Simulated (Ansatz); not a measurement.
TlBr (CsCl type) was relaxed and computed twice in Ansatz (plane waves, PAW), once with LDA and once with PBE+D3(BJ).

```tsv
	run 1	run 2
cell	a = b = c = 3.9802 Å, α = β = γ = 90.00°	a = b = c = 3.8393 Å, α = β = γ = 90.00°
gap (eV)	1.86	1.36
ΔH_f (eV/atom)	-0.84	-0.75
ε∞	6.04	7.20
electron conductivity mass (mₑ)	0.20	0.15
```

Task: Which run used which functional?

Result: Run 1 is PBE+D3(BJ), run 2 is LDA.

All cells were relaxed under the symmetry of their starts (and spin orders); stability against distortions was not tested throughout. Spin–orbit coupling is left out wherever it is not named.

Potentials: the later of the program's two PAW sets.

Ansatz (a first-principles code) is a plane-wave DFT program.

Formation energies count from the lowest solids of the elements computed at the same level, not from gases.
